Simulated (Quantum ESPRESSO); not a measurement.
## ZrHfIn5Sn (input and log of a self-consistent run)

Simulated, not a measurement. The program is pw.x of Quantum ESPRESSO 7.5 (plane-wave density functional theory). The cell is made up: eight metal atoms on a hexagonal close-packed lattice, with elements, volume, strain and displacements drawn at random and not relaxed, so it may be unstable or far from any real phase. PseudoDojo standard norm-conserving files set the functional (PBE unless stated); there is no spin polarisation or spin-orbit coupling, the Fermi-Dirac width of 0.25 eV means electrons at about 2900 K, and the masses in the input are unused placeholders. The tin pseudopotential is less sure than most, with forces differing by about three percent from a second method on plain tin. Heavy elements are run without spin-orbit coupling, which real alloys of them have. A spin test at this wide smearing found no moment, but such smearing suppresses magnetism that the real alloy may have.

Input:

```
&control calculation='scf', pseudo_dir='./dojo.nc.sr.pbe.v0_5.standard.upf', outdir='./o', disk_io='minimal', tprnfor=.true., tstress=.true. /
&system ibrav=0, nat=8, ntyp=4, nbnd=62, ecutwfc=72.02867146, nosym=.true., tot_charge=0,
 occupations='smearing', smearing='fd', degauss=0.0183746611
/
&electrons conv_thr=1.470e-08, electron_maxstep=70, mixing_beta=0.5 /
ATOMIC_SPECIES
Hf 1.0 Hf.upf
In 1.0 In.upf
Sn 1.0 Sn.upf
Zr 1.0 Zr.upf
CELL_PARAMETERS angstrom
3.1653 0.0 0.0
1.5826 -2.7413 -5.075
1.5826 8.2237 -5.075
ATOMIC_POSITIONS angstrom
Zr -0.1006 0.0053 0.0489
Hf 1.6054 2.7525 -4.9661
In 1.5884 -0.9736 -2.5612
In 3.2554 1.8157 -7.6026
In 3.013 5.4964 -5.0333
Sn 3.2409 -0.0163 -5.0753
In 3.101 1.9149 -2.5202
In 4.7936 4.4916 -7.636
K_POINTS automatic
8 4 3 1 1 1
```

The log is shortened where brackets say so; the opening notice, blank lines, dates and the lines on written files are dropped, and the path of the files is cut. It prints rydbergs, bohrs and kilobars, and counts compression as positive stress. Its total energy is the free energy E - TS of the whole cell.

```
     Program PWSCF v.7.5
     Parallel version (MPI & OpenMP), running on       4 processor cores
     Number of MPI processes:                 4
     Threads/MPI process:                     1
     [start-up lines left out]
     bravais-lattice index     =            0
     lattice parameter (alat)  =       5.9816  a.u.
     unit-cell volume          =    1188.6559 (a.u.)^3
     number of atoms/cell      =            8
     number of atomic types    =            4
     number of electrons       =       103.00
     number of Kohn-Sham states=           62
     kinetic-energy cutoff     =      72.0287  Ry
     charge density cutoff     =     288.1147  Ry
     scf convergence threshold =      1.5E-08
     mixing beta               =       0.5000
     number of iterations used =            8  plain     mixing
     Exchange-correlation= PBE
                           (   1   4   3   4   0   0   0)
     [axes and pseudopotential details left out]
   Cartesian axes
     site n.     atom                  positions (alat units)
         1        Zr     tau(   1) = (  -0.0317821   0.0016744   0.0154488  )
         2        Hf     tau(   2) = (   0.5071873   0.8695858  -1.5689192  )
         3        In     tau(   3) = (   0.5018166  -0.3075854  -0.8091492  )
         4        In     tau(   4) = (   1.0284649   0.5736265  -2.4018576  )
         5        In     tau(   5) = (   0.9518845   1.7364547  -1.5901494  )
         6        Sn     tau(   6) = (   1.0238840  -0.0051496  -1.6034183  )
         7        In     tau(   7) = (   0.9796860   0.6049664  -0.7961963  )
         8        In     tau(   8) = (   1.5144220   1.4190124  -2.4124096  )
     number of k points=    48  Fermi-Dirac smearing, width (Ry)=  0.0184
                       cart. coord. in units 2pi/alat
        k(    1) = (   0.0625000   0.0120280  -0.0649699), wk =   0.0416667
        k(    2) = (   0.0625000  -0.1804207   0.0389827), wk =   0.0416667
     [further k points left out]
     Dense  grid:    98091 G-vectors     FFT dimensions: (  36,  64, 100)
     Estimated max dynamical RAM per process >     306.46 MB
     Estimated total dynamical RAM >       1.13 GB
     Initial potential from superposition of free atoms
     starting charge     102.9748, renormalised to     103.0000
     Starting wfcs are   74 randomized atomic wfcs
     total cpu time spent up to now is        6.1 secs
     per-process dynamical memory:   237.2 Mb
     Self-consistent Calculation
     iteration #  1     ecut=    72.03 Ry     beta= 0.50
     Davidson diagonalization with overlap
     ethr =  1.00E-02,  avg # of iterations =  2.8
     Threshold (ethr) on eigenvalues was too large:
     Diagonalizing with lowered threshold
     Davidson diagonalization with overlap
     ethr =  4.60E-04,  avg # of iterations =  3.6
     total cpu time spent up to now is       28.8 secs
     total energy              =   -1036.03556711 Ry
     estimated scf accuracy    <       0.48859620 Ry
     iteration #  2     ecut=    72.03 Ry     beta= 0.50
     Davidson diagonalization with overlap
     ethr =  4.74E-04,  avg # of iterations =  7.4
     total cpu time spent up to now is       44.1 secs
     total energy              =   -1035.76286436 Ry
     estimated scf accuracy    <       5.73748522 Ry
     iteration #  3     ecut=    72.03 Ry     beta= 0.50
     Davidson diagonalization with overlap
     ethr =  4.74E-04,  avg # of iterations =  6.8
     total cpu time spent up to now is       59.2 secs
     total energy              =   -1036.19342756 Ry
     estimated scf accuracy    <       0.84689227 Ry
     iteration #  4     ecut=    72.03 Ry     beta= 0.50
     Davidson diagonalization with overlap
     ethr =  4.74E-04,  avg # of iterations =  2.3
     total cpu time spent up to now is       70.1 secs
     total energy              =   -1036.26340698 Ry
     estimated scf accuracy    <       0.01884539 Ry
     iteration #  5     ecut=    72.03 Ry     beta= 0.50
     Davidson diagonalization with overlap
     ethr =  1.83E-05,  avg # of iterations =  8.4
     total cpu time spent up to now is       86.3 secs
     total energy              =   -1036.26401058 Ry
     estimated scf accuracy    <       0.05428209 Ry
     [iterations 6 to 9 left out]
     iteration # 10     ecut=    72.03 Ry     beta= 0.50
     Davidson diagonalization with overlap
     ethr =  1.67E-08,  avg # of iterations =  4.3
     total cpu time spent up to now is      146.6 secs
     total energy              =   -1036.27031415 Ry
     estimated scf accuracy    <       0.00000166 Ry
     iteration # 11     ecut=    72.03 Ry     beta= 0.50
     Davidson diagonalization with overlap
     ethr =  1.61E-09,  avg # of iterations =  4.6
     total cpu time spent up to now is      159.1 secs
     total energy              =   -1036.27031450 Ry
     estimated scf accuracy    <       0.00000015 Ry
     iteration # 12     ecut=    72.03 Ry     beta= 0.50
     Davidson diagonalization with overlap
     ethr =  1.49E-10,  avg # of iterations =  3.6
     total cpu time spent up to now is      172.0 secs
     total energy              =   -1036.27031454 Ry
     estimated scf accuracy    <       0.00000002 Ry
     iteration # 13     ecut=    72.03 Ry     beta= 0.50
     Davidson diagonalization with overlap
     ethr =  1.71E-11,  avg # of iterations =  3.9
     total cpu time spent up to now is      185.9 secs
     total energy              =   -1036.27031454 Ry
     estimated scf accuracy    <       0.00000002 Ry
     iteration # 14     ecut=    72.03 Ry     beta= 0.50
     Davidson diagonalization with overlap
     ethr =  1.71E-11,  avg # of iterations =  1.9
     total cpu time spent up to now is      196.3 secs
     End of self-consistent calculation
     [lines on levels left out]
!    total energy              =   -1036.27031454 Ry
     estimated scf accuracy    <          8.7E-10 Ry
     smearing contrib. (-TS)   =      -0.05997441 Ry
     internal energy E=F+TS    =   -1036.21034013 Ry
     The total energy is F=E-TS. E is the sum of the following terms:
     one-electron contribution =    -202.07367025 Ry
     hartree contribution      =     182.01840671 Ry
     xc contribution           =    -293.53801299 Ry
     ewald contribution        =    -722.61706361 Ry
     convergence has been achieved in  14 iterations
     Forces acting on atoms (cartesian axes, Ry/au):
     atom    1 type  4   force =     0.00928918    0.01466863   -0.02233157
     atom    2 type  1   force =    -0.00587670    0.00334854   -0.02834497
     atom    3 type  2   force =    -0.00120519    0.00983255    0.02962577
     atom    4 type  2   force =    -0.00838039    0.01141351    0.01935993
     atom    5 type  2   force =     0.00877937   -0.01423602   -0.01846534
     atom    6 type  3   force =    -0.00639289    0.00154179    0.00921147
     atom    7 type  2   force =     0.00929575   -0.03144232   -0.00390007
     atom    8 type  2   force =    -0.00550913    0.00487332    0.01484477
     Total force =     0.072897     Total SCF correction =     0.000097
     Computing stress (Cartesian axis) and pressure
          total   stress  (Ry/bohr**3)                   (kbar)     P=       65.76
   0.00049805   0.00000447  -0.00000430           73.27        0.66       -0.63
   0.00000447   0.00028296  -0.00000055            0.66       41.63       -0.08
  -0.00000430  -0.00000055   0.00056006           -0.63       -0.08       82.39
     init_run     :      5.61s CPU      5.85s WALL (       1 calls)
     electrons    :    189.33s CPU    190.23s WALL (       1 calls)
     forces       :      1.88s CPU      1.90s WALL (       1 calls)
     stress       :      6.59s CPU      6.59s WALL (       1 calls)
     [timing details left out]
     PWSCF        :   3m23.65s CPU   3m24.83s WALL
     JOB DONE.
```

In other units: free energy -14099.176 eV for the cell, pressure 6.58 GPa, largest force component 0.808 eV/Å in size. The run took 207 s of wall time with four MPI processes on a shared machine (Intel Xeon, 2023 or later, virtual cores), so the time is rough. A rerun of this cell at a higher cutoff and on a denser mesh moved values by no more than 0.018 eV in energy, 0.26 GPa in stress and 0.019 eV/Å in force, and a second program with other atomic files agreed on that cell to 2 % rms in force and 0.5 GPa in pressure.